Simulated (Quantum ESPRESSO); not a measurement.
## NbPd5AlCu (a guest atom moved from site to site)

Computed values, not a measurement. The program is pw.x of Quantum ESPRESSO 7.5 (plane-wave density functional theory). The cell is made up: eight metal atoms on a face-centred cubic lattice, with elements, volume, strain and displacements drawn at random and not relaxed, so it may be unstable or far from any real phase. PseudoDojo standard norm-conserving files set the functional (PBE unless stated); there is no spin polarisation or spin-orbit coupling, the Fermi-Dirac width of 0.25 eV means electrons at about 2900 K, and the masses in the input are unused placeholders. The copper pseudopotential is less sure than most, with forces differing by about three percent and pressure by about two GPa from a second method on plain copper. A spin test at this wide smearing found no moment, but such smearing suppresses magnetism that the real alloy may have.

The runs move one Nb atom among sites that otherwise hold Pd. Cell, positions, cutoff, mesh and smearing stay as in the input of run 1; sites are counted in its order. Stress in the tables is positive in tension.

Input of run 1:

```
&control calculation='scf', pseudo_dir='./dojo.nc.sr.pbe.v0_5.standard.upf', outdir='./o', disk_io='minimal', tprnfor=.true., tstress=.true. /
&system ibrav=0, nat=8, ntyp=4, nbnd=79, ecutwfc=92.02030273, nosym=.true., tot_charge=0,
 occupations='smearing', smearing='fd', degauss=0.0183746611
/
&electrons conv_thr=1.470e-08, electron_maxstep=70, mixing_beta=0.5 /
ATOMIC_SPECIES
Al 1.0 Al.upf
Cu 1.0 Cu.upf
Nb 1.0 Nb.upf
Pd 1.0 Pd.upf
CELL_PARAMETERS angstrom
0.0 -2.0072 -2.0072
-4.0144 2.0072 -2.0072
6.0216 6.0216 -4.0144
ATOMIC_POSITIONS angstrom
Nb -0.0113 -0.0201 -0.0301
Pd -0.0406 2.1828 -2.0241
Pd -0.0856 4.0033 -3.9288
Al 3.9158 4.0043 -3.9803
Pd -1.8891 -0.0035 -1.9505
Pd -1.9778 2.0245 -3.9716
Pd 2.0837 2.1538 -3.8975
Cu 2.0046 3.8534 -6.0907
K_POINTS automatic
8 5 3 1 1 1
```

```
run  elements on sites 1 to 8  free energy less that of run 1 (eV)  -TS (eV)  pressure (GPa)  stress xx (GPa)  stress yy (GPa)  stress zz (GPa)  stress yz (GPa)  stress xz (GPa)  stress xy (GPa)  iterations
  1   Nb Pd Pd Al Pd Pd Pd Cu                                0.000    -1.330           -6.11             5.92             6.29             6.13            -1.26            -1.27             1.32          19
  2   Pd Nb Pd Al Pd Pd Pd Cu                               -0.545    -1.175           -6.42             6.57             6.61             6.08            -2.83            -1.79             1.88          19
  3   Pd Pd Nb Al Pd Pd Pd Cu                               -0.194    -1.247           -6.03             6.74             5.60             5.75            -1.34            -1.73             1.77          20
  4   Pd Pd Pd Al Nb Pd Pd Cu                               -0.058    -1.309           -6.27             7.19             6.18             5.43            -0.93            -1.53             2.02          20
  5   Pd Pd Pd Al Pd Pd Nb Cu                                0.261    -1.320           -5.05             4.64             5.27             5.23            -1.06            -1.05             0.25          20
```

Forces Fx Fy Fz (eV/Å):

| site | run 1 | run 2 | run 3 | run 4 | run 5 |
| --- | --- | --- | --- | --- | --- |
| 1 | 0.86 0.22 0.07 | 0.13 -0.42 0.74 | -0.17 -0.68 0.95 | -0.17 -0.64 0.86 | 0.02 -0.56 0.85 |
| 2 | 0.73 -1.16 0.98 | 0.41 -0.80 0.60 | 0.67 -0.52 0.29 | 0.32 -1.12 0.90 | 1.03 -0.74 0.54 |
| 3 | 1.15 1.03 -0.80 | 1.11 0.52 -0.25 | 0.58 -0.24 0.37 | 1.03 1.00 -0.75 | 1.02 0.87 -0.74 |
| 4 | -0.13 -0.38 0.31 | 0.56 0.31 -0.29 | 0.56 0.61 -0.58 | 0.14 -0.44 0.45 | 1.62 1.14 -0.67 |
| 5 | -1.11 -0.19 0.11 | -0.88 0.04 -0.20 | -1.02 -0.29 0.14 | -0.52 0.79 -0.96 | -1.08 -0.31 0.16 |
| 6 | -1.38 -0.01 0.16 | -0.95 0.09 -0.03 | -0.68 0.38 -0.24 | -0.94 -0.12 0.23 | -1.02 0.46 -0.32 |
| 7 | 0.02 0.21 -0.79 | -0.21 0.05 -0.67 | 0.11 0.23 -0.83 | 0.20 0.27 -0.83 | -1.57 -1.18 0.33 |
| 8 | -0.14 0.27 -0.04 | -0.16 0.22 0.09 | -0.05 0.51 -0.11 | -0.06 0.27 0.10 | -0.02 0.31 -0.15 |

The sites are displaced and not relaxed, so the energy differences hold strain from misfit and are not ordering energies. A rerun of one cell of this series at a higher cutoff and on a denser mesh moved values by no more than 0.014 eV in energy, 0.14 GPa in stress and 0.009 eV/Å in force, and a second program with other atomic files agreed on that cell to 2 % rms in force and 0.5 GPa in pressure.